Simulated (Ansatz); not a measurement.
# Cu2Te (P6/mmm): electronic heat capacity and spin susceptibility from the density of states

Level of theory: DFT r2SCAN, scalar-relativistic, plane waves, PAW (Ansatz).

Settings: cutoff 500 eV, Γ-centred mesh 12×12×4 on the computed 6-atom cell, Gaussian smearing of 0.10 eV; no spin polarisation.

Relaxed cell: P6/mmm, a = 4.265 Å, b = 4.265 Å, c = 8.824 Å, α = 90.00°, β = 90.00°, γ = 120.00°, 6 atoms in the primitive cell. Whether it is the stable form of this composition wasn't checked.

The density of states at the Fermi level is 2.051 states/eV in the cell of 6 atoms (2 formula units; both spins, tetrahedra on a 18×18×6 mesh).

Problem. What Sommerfeld coefficient and Pauli susceptibility does this give?

Solution. Per formula unit N(E_F) = 1.026 states/eV. γ = (π²/3) k_B² N(E_F) N_A = 2.357 mJ/(mol K²) per state/eV, so γ = 2.4 mJ/(mol K²), a mole of formula units. χ_P = μ_B² N(E_F) N_A = 3.23×10⁻⁵ emu/mol per state/eV gives 3.3×10⁻⁵ emu/mol. This is the bare band result: a measured γ of the same phase is as a rule larger by a factor 1 + λ from phonons and spin fluctuations, the spin part of χ is larger by the Stoner factor, and a measured χ also holds orbital and core terms. N(E_F) at one energy is sensitive to the mesh where the density of states has sharp peaks.

Spin-orbit coupling is left out, which matters for the bands of heavy elements. The cell holds layers, and where no dispersion correction was added their binding is poorly described.

Cost: 1 run of about 4.8 core-minutes, on Arm Neoverse V1 (shared hosts).